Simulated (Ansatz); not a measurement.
GeSe:
```cif
data_GeSe
_chemical_formula_sum 'Ge1 Se1'
_space_group_name_H-M_alt 'P 1'
_space_group_IT_number 1
_cell_length_a 3.93146
_cell_length_b 3.93146
_cell_length_c 3.93146
_cell_angle_alpha 60.000
_cell_angle_beta 60.000
_cell_angle_gamma 60.000
loop_
_space_group_symop_operation_xyz
  'x, y, z'
loop_
_atom_site_label
_atom_site_type_symbol
_atom_site_fract_x
_atom_site_fract_y
_atom_site_fract_z
_atom_site_occupancy
Ge1 Ge 0.00000 0.00000 0.00000 1
Se1 Se 0.50000 0.50000 0.50000 1
```

Relaxed with PBEsol. PBEsol in the plane-wave PAW code Ansatz gives no gap.

### Question
What gap does HSE06 give on the same cell (Ansatz, PAW)?

### Answer
It stays without a gap at the points solved. The hybrid was solved on a coarser mesh and at special points; its gap is the smallest among all of these. On such a mesh it can open a false gap in a semimetal.

```
k  v1 PBEsol  c1 PBEsol  v1 HSE06  c1 HSE06
-  ---------  ---------  --------  --------
Γ      -2.41       4.16         …         …
X      -4.35       2.56         …         …
L      -0.06       0.25      0.00      0.01
W      -0.93       1.10         …         …
K      -3.16       3.59         …         …
```

### Question
Top valence (v1) and lowest conduction level (c1) in eV from each method's valence maximum (which need not be a listed point): supply the withheld HSE06 values.

### Answer

- W, v1 HSE06: -1.44
- W, c1 HSE06: 1.19
- X, v1 HSE06: -5.28
- X, c1 HSE06: 2.68
- Γ, v1 HSE06: -3.14
- Γ, c1 HSE06: 4.57
- K, v1 HSE06: -3.82
- K, c1 HSE06: 3.85

Cost on shared cores: the PBEsol run (SCF on a 13×13×13 mesh, then bands and DOS) around 21 core-seconds (rough), the HSE06 run (SCF on 6×6×6, then a few points) very roughly 120 core-seconds; the tasks are unlike.

Space group Fm-3m (rock salt). The workflow started from a Materials Project entry (that database holds measured and hypothetical structures alike); the Crystallography Open Database copy checked does not list it. It is not the phase usual at ambient conditions (space group No. 62). Symmetry was held in the PBEsol relaxation. At this level the phase is dynamically unstable (imaginary phonons). Spin–orbit coupling is left out wherever it is not named.

Potentials: the earlier of the program's two PAW sets.
